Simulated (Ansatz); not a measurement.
The relaxation started from an entry of Materials Project.

A relaxed structure of CdAu. Space group P-6m2 (No. 187). Computed with PBEsol (plane waves to 420 eV, PAW, scalar-relativistic; Ansatz, a quantum-chemistry and plane-wave program).

Space group P-6m2 (No. 187); a = b = 3.032 Å, c = 4.594 Å, α = β = 90.00°, γ = 120.00°

```tsv
atom	site	symmetry	x	y	z
Cd	1a	-6m2	0.0000	0.0000	0.0000
Au	1d	-6m2	0.3333	0.6667	0.5000
```

```json
{
  "volume_per_atom": "18.28 Å³",
  "band_gap": "zero (metallic)",
  "shortest_distances": "Au–Cd 2.89 Å; Cd–Cd 3.03 Å; Au–Au 3.03 Å",
  "k-mesh": "18×18×10"
}
```

No spin polarisation in the result.

The run could not lose the symmetry of its start; a randomly shaken copy of 2 atoms returns to this structure.

All atoms sit on sites fixed by symmetry, so only the cell could relax.
